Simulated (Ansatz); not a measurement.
Consider the following.

SnIr:
```xyz
4
Lattice="3.9805 0.0000 0.0000 -1.9903 3.4472 0.0000 0.0000 0.0000 5.5948" Properties=species:S:1:pos:R:3 pbc="T T T"
Ir     0.0000     0.0000     0.0000
Ir     0.0000     0.0000     2.7974
Sn     0.0000     2.2982     1.3987
Sn     1.9903     1.1491     4.1961
```

This is the PBEsol-relaxed structure. x, y and z are the axes in which the lattice vectors are written.

All from the program Ansatz at the PBEsol level (PAW), unless another level is named. Estimate the bulk modulus (Birch–Murnaghan fit).

171 GPa.

Give the elastic constants (relaxed ions, GPa).

C11 = 209, C12 = 148, C13 = 138, C33 = 312, C44 = 108.

Space group P6_3/mmc (NiAs type). The workflow started from an entry of the Crystallography Open Database (COD). Its standing as an ambient phase is unchecked. The PBEsol relaxation kept the symmetry of its start; its stability against distortions is not shown here. No spin polarisation was allowed. As this level gives no gap, shear constants depend on the k-mesh and smearing (Fermi–Dirac, 0.1 eV here). Scalar-relativistic: spin–orbit coupling is off unless named, which matters more the heavier the elements.

Potentials: the later of the program's two PAW sets.
